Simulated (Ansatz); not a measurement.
BiSe (rock salt, space group No. 225), DFT-PBEsol in the program Ansatz with PAW potentials, all energies at zero smearing, with the estimated change up to a 700 eV cutoff added, with one set of potentials and settings (totals compare only within such a set). Cell of 2 atoms (1 Bi, 1 Se): -17666.573 eV.

| element | reference phase | E (eV/atom) |
|---|---|---|
| Bi | R-3m, 2 atoms in the cell | -12242.0039 |
| Se | P3_121, 3 atoms in the cell | -5424.2079 |

Formation energy per atom, worked out: (-17666.573 − 1×(-12242.0039) − 1×(-5424.2079))/2 = -0.181 eV/atom (-17 kJ per mol of atoms), at 0 K, without zero-point energy or fitted corrections.

Space group Fm-3m (rock salt). The workflow started from an entry of the Crystallography Open Database (COD), which files this formula under 2 space groups. Its standing as an ambient phase is unchecked. The cell was relaxed with PBEsol under the symmetry of its start. At this level the phase is mechanically unstable. The references are the lowest solids computed at this level, not always the standard phases. Scalar-relativistic: spin–orbit coupling is off unless named, which matters more the heavier the elements.

Potentials: the later of the program's two PAW sets.
